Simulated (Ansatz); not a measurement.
PdSb$_{2}$ (space group Pa-3)

```yaml
crystal:
  lattice:
    - [6.41610, 0.00000, 0.00000]
    - [0.00000, 6.41610, 0.00000]
    - [0.00000, 0.00000, 6.41610]
  atoms:
    - { symbol: Sb, position: [0.37287, 0.37287, 0.37287] }
    - { symbol: Sb, position: [0.62713, 0.62713, 0.62713] }
    - { symbol: Sb, position: [0.12713, 0.62713, 0.87287] }
    - { symbol: Sb, position: [0.87287, 0.37287, 0.12713] }
    - { symbol: Sb, position: [0.87287, 0.12713, 0.62713] }
    - { symbol: Sb, position: [0.12713, 0.87287, 0.37287] }
    - { symbol: Sb, position: [0.62713, 0.87287, 0.12713] }
    - { symbol: Sb, position: [0.37287, 0.12713, 0.87287] }
    - { symbol: Pd, position: [0.00000, 0.00000, 0.00000] }
    - { symbol: Pd, position: [0.50000, 0.00000, 0.50000] }
    - { symbol: Pd, position: [0.50000, 0.50000, 0.00000] }
    - { symbol: Pd, position: [0.00000, 0.50000, 0.50000] }
```

The slice is a {100} plane (indices of the conventional cell) through the point (0.873, 0.127, 0.627) (fractional), spanned by u = [100] and v = [010] in vectors of this cell: u (6.42 Å) and v (6.42 Å, at 90° to u). It covers one period; positions are fractions (u, v).

Calculation: LDA (plane waves to 420 eV, PAW, scalar-relativistic; Ansatz, an electronic-structure program). k mesh 6×6×6. Near the nuclei the fields are pseudised (PAW); where an atom keeps semicore shells as valence, they peak there. PdSb2 is run without spin polarisation. PdSb2 was relaxed with its symmetry unable to fall. Spin-orbit coupling is left out, though Sb is heavy.

Sketch the electrostatic potential energy of an electron, from the cell's mean on this plane as a map.


| v \ u | 0.00 | 0.12 | 0.25 | 0.38 | 0.50 | 0.62 | 0.75 | 0.88 |
|---|---|---|---|---|---|---|---|---|
| 0.88 | x | <1.0 | 7.7 | 8.5 | 3.0 | x | 2.4 | <1.0 |
| 0.75 | 7.1 | 7.7 | 7.3 | 8.4 | 7.4 | 2.6 | 5.6 | 7.4 |
| 0.62 | 8.3 | 8.4 | 7.4 | 8.4 | 8.5 | <1.0 | x | <1.0 |
| 0.50 | 5.7 | 2.9 | 5.6 | 8.2 | 7.3 | x | x | x |
| 0.38 | 2.9 | x | 2.5 | 8.5 | 7.8 | <1.0 | x | <1.0 |
| 0.25 | 5.7 | 2.6 | 7.3 | 8.5 | 7.3 | 7.7 | 7.1 | 7.4 |
| 0.12 | x | <1.0 | 8.4 | 8.4 | 7.4 | 8.4 | 8.4 | <1.0 |
| 0.00 | x | x | 7.1 | 8.3 | 5.7 | 2.9 | 5.7 | x |

Values: electrostatic potential energy of an electron, from the cell's mean, in eV. Points within 1 Å of a nucleus are blanked (x), as the pseudised field means little there. Values under 1 eV are set to 1. The zero, the cell's mean, hangs on the PAW cores.
